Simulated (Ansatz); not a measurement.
**Notes on ReB$_{2}$Ru$_{3}$**

```yaml
crystal:
  lattice:
    - [5.08768, 0.00000, 0.00000]
    - [-2.54384, 4.40606, 0.00000]
    - [0.00000, 0.00000, 2.82547]
  atoms:
    - { symbol: Ru, position: [0.50000, 0.00000, 0.50000] }
    - { symbol: Ru, position: [0.50000, 0.50000, 0.50000] }
    - { symbol: Ru, position: [0.00000, 0.50000, 0.50000] }
    - { symbol: B, position: [0.33330, 0.66670, 0.00000] }
    - { symbol: B, position: [0.66660, 0.33330, 0.00000] }
    - { symbol: Re, position: [0.00000, 0.00000, 0.00000] }
```

Method: r2SCAN, no spin polarisation; PAW, plane waves to 500 eV, 8×8×12 Γ-centred mesh, fermi-dirac occupations (width 0.1 eV) (Ansatz 0.2.0), atoms fixed.

**Electronic structure.** It is a metal, with about 2.5 states/eV a cell as the mean within 0.25 eV of the Fermi level, mostly Ru d (54 %) and Re d (39 %).
**Formation energy.** 0.33 eV an atom against the elements' usual phases (free molecules for gases, crystals otherwise, with no correction for O₂ or N₂), so at this geometry it isn't bound against them. Relaxing would lower it.
**Charges.** Bader charges in e: Re +0.50, B -0.00, Ru -0.17. In the mean Re gives up most and Ru takes most.
**Stress.** The pressure is 42.9 GPa (compression positive), so with the atoms held at these fractions the cell would first expand. The principal stresses 30.5, 49.1, 49.1 GPa differ, so its shape would change too.

Origin: a known structure type with other elements, at an estimated volume, so it need not be a known compound. Caveats: atoms or cell far from equilibrium.
